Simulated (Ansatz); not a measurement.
ZnS:
```yaml
crystal:
  lattice:
    - [-1.78244, 1.78244, 2.52017]
    - [1.78244, -1.78244, 2.52017]
    - [1.78244, 1.78244, -2.52017]
  atoms:
    - { symbol: Zn, position: [0.00000, 0.00000, 0.00000] }
    - { symbol: S, position: [0.50000, 0.50000, 0.00000] }
```

Relaxed with r²SCAN+D4.

Task: Give the Bader charges and basin volumes of the independent atoms, r²SCAN+D4 in the plane-wave PAW code Ansatz.

Result: 

```csv
atom,Bader charge (e),Bader volume (Å³)
Zn1,+1.06,10.7
S2,-1.06,21.3
```

Space group Fm-3m (rock salt). This is a known high-pressure phase of the composition, computed here at zero pressure and temperature. Symmetry was held in the r²SCAN+D4 relaxation; its stability against distortions is not shown here.

Potentials: the earlier of the program's two PAW sets.
